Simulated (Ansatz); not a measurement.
Total density of states per atom from DFT-PBEsol in the program Ansatz with PAW potentials, in 0.25 eV bins, energy from the Fermi level:

(E (eV), states/eV/atom): (-7.85, 0.01); (-7.60, 0.13); (-7.35, 0.31); (-7.10, 0.43); (-6.85, 0.47); (-6.60, 0.41); (-6.35, 0.37); (-6.10, 0.32); (-5.85, 0.32); (-5.60, 0.48); (-5.35, 0.53); (-5.10, 0.71); (-4.85, 0.80); (-4.60, 0.84); (-4.35, 0.59); (-4.10, 0.52); (-3.85, 0.40); (-3.60, 0.67); (-3.35, 1.12); (-3.10, 1.00); (-2.85, 0.49); (-2.60, 0.24); (-2.35, 1.22); (-2.10, 1.70); (-1.85, 1.72); (-1.60, 1.93); (-1.35, 1.35); (-1.10, 0.90); (-0.85, 1.70); (-0.60, 1.38); (-0.35, 0.52); (-0.10, 0.49); (0.15, 0.62); (0.40, 1.16); (0.65, 0.82); (0.90, 0.91); (1.15, 1.43); (1.40, 1.08); (1.65, 1.01); (1.90, 0.50); (2.15, 0.45); (2.40, 0.52); (2.65, 0.60); (2.90, 0.38); (3.15, 0.28); (3.40, 0.44); (3.65, 0.38); (3.90, 0.27); (4.15, 0.25); (4.40, 0.32); (4.65, 0.33)

Task: Which compound is it?
A) Y, hcp (Mg type)
B) LaAsO3, P2_1/m (La on 2e, As on 2e, O on 2e, O on 4f)
C) MnFeAs, P-62m (Fe on 3f, As on 2c, As on 1b, Mn on 3g)
D) NaFeO2, P2_12_12_1 (Na on 4a, Fe on 4a, O on 4a, O on 4a)

Result: C, MnFeAs, P-62m (Fe on 3f, As on 2c, As on 1b, Mn on 3g). Within 0.5 eV of the Fermi level: Fe 3d 52 %, Mn 3d 37 %, As 4p 6 %. Projections are on Löwdin-orthogonalised atomic valence shells; empty p or d shells of many metals are not among them.

The workflow started from an entry of the Crystallography Open Database (COD), which files this formula under 2 space groups. Its standing as an ambient phase is unchecked. The PBEsol relaxation kept the symmetry of its start; its stability against distortions is not shown here. Magnetic state: ferromagnetic, chosen from 4 collinear starts compared on coarse meshes (ties went to the first, and starts can fall back to one state), not a proven ground state. Scalar-relativistic: spin–orbit coupling is off unless named, which matters more the heavier the elements.

Potentials: the later of the program's two PAW sets.
